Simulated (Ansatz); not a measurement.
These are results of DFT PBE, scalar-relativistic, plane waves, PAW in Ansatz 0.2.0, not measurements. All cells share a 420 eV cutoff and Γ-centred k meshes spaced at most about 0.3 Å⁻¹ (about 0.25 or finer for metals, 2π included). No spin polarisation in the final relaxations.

Temperature and zero-point effects are left out.

Two forms of In₂Te₂O were relaxed alike.

A.

```cif
data_structure
_symmetry_space_group_name_H-M 'I4/mmm'
_symmetry_Int_Tables_number 139
_cell_length_a 4.2425
_cell_length_b 4.2425
_cell_length_c 16.5871
_cell_angle_alpha 90.000
_cell_angle_beta 90.000
_cell_angle_gamma 90.000
_cell_volume 298.54
loop_
_atom_site_label
_atom_site_type_symbol
_atom_site_symmetry_multiplicity
_atom_site_Wyckoff_symbol
_atom_site_fract_x
_atom_site_fract_y
_atom_site_fract_z
_atom_site_occupancy
In1 In 4 e 0.00000 0.00000 0.31673 1
Te1 Te 4 e 0.50000 0.50000 0.37565 1
O1 O 2 a 0.00000 0.00000 0.00000 1
```

B.

```cif
data_structure
_symmetry_space_group_name_H-M 'R-3m:H'
_symmetry_Int_Tables_number 166
_cell_length_a 4.1171
_cell_length_b 4.1171
_cell_length_c 24.7300
_cell_angle_alpha 90.000
_cell_angle_beta 90.000
_cell_angle_gamma 120.000
_cell_volume 363.03
loop_
_atom_site_label
_atom_site_type_symbol
_atom_site_symmetry_multiplicity
_atom_site_Wyckoff_symbol
_atom_site_fract_x
_atom_site_fract_y
_atom_site_fract_z
_atom_site_occupancy
In1 In 6 c 0.00000 0.00000 0.79173 1
Te1 Te 6 c 0.66667 0.33333 0.72079 1
O1 O 3 a 0.00000 0.00000 0.00000 1
```

Question: Which is lower in energy, and by how much?

Answer: A is lower, by 270 meV/atom. A has space group I4/mmm (No. 139), 29.9 Å³/atom and no gap on its mesh; B has space group R-3m (No. 166), 24.2 Å³/atom and no gap. Counting O or Te atoms around In (for each partner element, those within 1.25 times its shortest distance or 1.15 times the sum of covalent radii, where it is the nearest in units of that sum or under 1.3), A has In 5 and B has In 3. The lower one is the more open, so pressure narrows the difference. In A, In has 5 Te at 3.16–3.19 Å; Te is surrounded by 1 O at 2.06 Å and 5 In at 3.16–3.19 Å; O has 2 Te at 2.06 Å. In B, In has 3 Te at 2.95 Å and 3 In at 3.14 Å; Te is surrounded by 3 O at 2.73 Å and 3 In at 2.95 Å; around O lie 6 Te at 2.73 Å. Both come from invented guesses.

These runs have no spin–orbit coupling, which can matter for Te. Cells relaxed within their symmetry can be saddle points.
